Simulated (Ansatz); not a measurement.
B2O3:
Space group Cmc2₁ (No. 36); a = 7.8264 Å, b = 4.6239 Å, c = 4.1344 Å, α = β = γ = 90.00°

```csv
atom,site,symmetry,x,y,z
B,8b,1,0.3349,0.3412,0.4323
O,4a,m..,0.0000,0.2449,0.0000
O,8b,1,0.2906,0.3697,0.0814
```
(The calculation used a cell of 10 atoms; values per cell refer to that cell.)

Relaxed with PBEsol.

**Question.** Which orbitals make up the states near the band edges in plane-wave PAW PBEsol (Ansatz code)?

**Answer.** Top 1 eV of the valence band: O 2p 95 %. Bottom 1 eV of the conduction band: B 2p 58 %, O 2s 18 %, B 2s 8 %, O 2p 7 %, outside the projected shells 9 %. Projections are on Löwdin-orthogonalised atomic valence shells; empty p or d shells of many metals are not among them.

**Question.** Tabulate the density of states.

**Answer.** States/eV per cell of 10 atoms, in 0.25 eV bins, energy from the valence-band maximum.

```csv
E (eV),total,O 2p,B 2p,O 2s
-7.85,2.99,2.03,0.64,0.09
-7.60,3.46,2.37,0.73,0.10
-7.35,4.19,2.85,0.97,0.11
-7.10,3.46,2.35,0.84,0.07
-6.85,3.71,2.54,0.93,0.07
-6.60,3.56,2.45,0.92,0.06
-6.35,2.79,1.94,0.73,0.05
-6.10,2.66,1.87,0.69,0.04
-5.85,5.10,3.62,1.30,0.06
-5.60,4.76,3.42,1.16,0.07
-5.35,3.85,2.82,0.86,0.07
-5.10,3.79,2.80,0.86,0.05
-4.85,4.13,3.10,0.90,0.05
-4.60,2.65,2.02,0.56,0.03
-4.35,2.50,1.92,0.52,0.02
-4.10,1.70,1.33,0.34,0.02
-3.85,1.33,1.06,0.22,0.04
-3.60,1.56,1.30,0.17,0.07
-3.35,1.95,1.68,0.15,0.10
-3.10,3.04,2.66,0.19,0.14
-2.85,3.73,3.31,0.22,0.15
-2.60,3.34,2.96,0.21,0.13
-2.35,2.37,2.14,0.12,0.08
-2.10,3.69,3.39,0.14,0.11
-1.85,7.17,6.70,0.22,0.16
-1.60,4.33,4.08,0.11,0.08
-1.35,3.03,2.82,0.10,0.08
-1.10,5.75,5.39,0.17,0.13
-0.85,7.44,7.04,0.18,0.13
-0.60,6.08,5.78,0.13,0.10
-0.35,7.46,7.11,0.13,0.15
-0.10,3.23,3.08,0.04,0.07
0.15,0.00,0.00,0.00,0.00
0.40,0.00,0.00,0.00,0.00
0.65,0.00,0.00,0.00,0.00
0.90,0.00,0.00,0.00,0.00
1.15,0.00,0.00,0.00,0.00
1.40,0.00,0.00,0.00,0.00
1.65,0.00,0.00,0.00,0.00
1.90,0.00,0.00,0.00,0.00
2.15,0.00,0.00,0.00,0.00
2.40,0.00,0.00,0.00,0.00
2.65,0.00,0.00,0.00,0.00
2.90,0.00,0.00,0.00,0.00
3.15,0.00,0.00,0.00,0.00
3.40,0.00,0.00,0.00,0.00
3.65,0.00,0.00,0.00,0.00
3.90,0.00,0.00,0.00,0.00
4.15,0.00,0.00,0.00,0.00
4.40,0.00,0.00,0.00,0.00
4.65,0.00,0.00,0.00,0.00
4.90,0.00,0.00,0.00,0.00
5.15,0.00,0.00,0.00,0.00
5.40,0.00,0.00,0.00,0.00
5.65,0.00,0.00,0.00,0.00
5.90,0.00,0.00,0.00,0.00
6.15,0.00,0.00,0.00,0.00
6.40,0.00,0.00,0.00,0.00
6.65,0.00,0.00,0.00,0.00
6.90,0.00,0.00,0.00,0.00
7.15,0.00,0.00,0.00,0.00
7.40,0.00,0.00,0.00,0.00
7.65,0.00,0.00,0.00,0.00
7.90,0.00,0.00,0.00,0.00
8.15,0.00,0.00,0.00,0.00
8.40,0.01,0.00,0.00,0.00
8.65,0.90,0.06,0.52,0.16
8.90,4.00,0.23,2.33,0.74
9.15,4.98,0.37,2.86,0.88
9.40,6.01,0.55,3.55,0.97
9.65,3.21,0.32,1.83,0.49
9.90,4.53,0.44,2.61,0.75
10.15,3.03,0.32,1.67,0.49
10.40,4.39,0.44,2.35,0.71
10.65,2.15,0.25,1.12,0.31
10.90,3.15,0.38,1.57,0.45
11.15,2.76,0.35,1.33,0.37
11.40,4.00,0.51,1.79,0.46
11.65,4.42,0.60,2.05,0.43
11.90,4.92,0.69,2.16,0.36
```

Space group Cmc2_1. The workflow started from a Materials Project entry (that database holds measured and hypothetical structures alike); the Crystallography Open Database copy checked does not list it. COD files the formula under space group No. 144, 152. Its standing as an ambient phase is unchecked. Symmetry was held in the PBEsol relaxation; whether a distortion lowers the energy is not shown.

Potentials: the later of the program's two PAW sets.
